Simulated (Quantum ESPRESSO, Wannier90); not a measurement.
CuI (Pc): Wannier90 run

```xyz
8
Lattice="-4.2537 0.0000 0.0000 0.0045 0.0000 6.0158 0.0000 8.5119 0.0000" Properties=species:S:1:pos:R:3 pbc="T T T"
Cu     1.9480    -3.1800     1.6061
Cu    -0.1811     3.1800    -1.4018
Cu     1.9987     1.0548     1.6217
Cu    -0.1304    -1.0548    -1.3862
I     -0.1760    -3.1934     0.1027
I      1.9486     3.1934    -2.9052
I     -0.1346     1.0662     0.1160
I      1.9900    -1.0662    -2.8919
```

Cell from Materials Project (mp-22895), symmetrised, no further relaxation. Not found in the COD (Crystallography Open Database) copy used, which has the formula in other groups; not checked further. The atoms lie within 0.1 Å of the higher space group F-43m. Method: LDA plane waves in Quantum ESPRESSO 7.5 (PseudoDojo norm-conserving files, 74 Ry, no spin polarisation, no spin-orbit coupling), Bloch states on a 4×4×4 mesh through Γ, Wannier90 4.0.1. Density: 8×6×4 mesh, Gaussian smearing 0.01 Ry. A non-magnetic state is assumed, with no Hubbard U; filled 3d bands tend to lie too high at this level. Spin-orbit coupling is left out although heavy elements are present.

Bands 17-52 form an isolated set from -14.19 to 0.00 eV relative to the valence-band maximum (on the path) and are turned into 36 Wannier functions by minimising the spread from the start: s functions at random places.

Task: Where do the functions sit, how wide are they and what are they made of?

Result: 
```csv
functions,spread (Å²),"nearest atom, distance (Å)","second atom, distance (Å)",weight on atomic waves
8,1.76,I 0.71,Cu 1.90,"I 5p 66 %, I 5s 24 %, Cu 4s 8 %"
5,0.59,Cu 0.03,I 2.58,Cu 3d 99 %
8,1.71,I 0.71,Cu 1.89,"I 5p 67 %, I 5s 23 %, Cu 4s 8 %"
7,0.61,Cu 0.03,I 2.58,Cu 3d 99 %
4,0.60,Cu 0.03,I 2.58,Cu 3d 99 %
2,0.62,Cu 0.03,I 2.57,Cu 3d 99 %
2,0.63,Cu 0.03,I 2.58,Cu 3d 99 %
```

Ω_I = 35.25 Å², Ω_total = 39.92 Å²; the interpolated bands follow pw.x to 6.5 meV rms on the path. It is the lowest total spread that any start reached here.
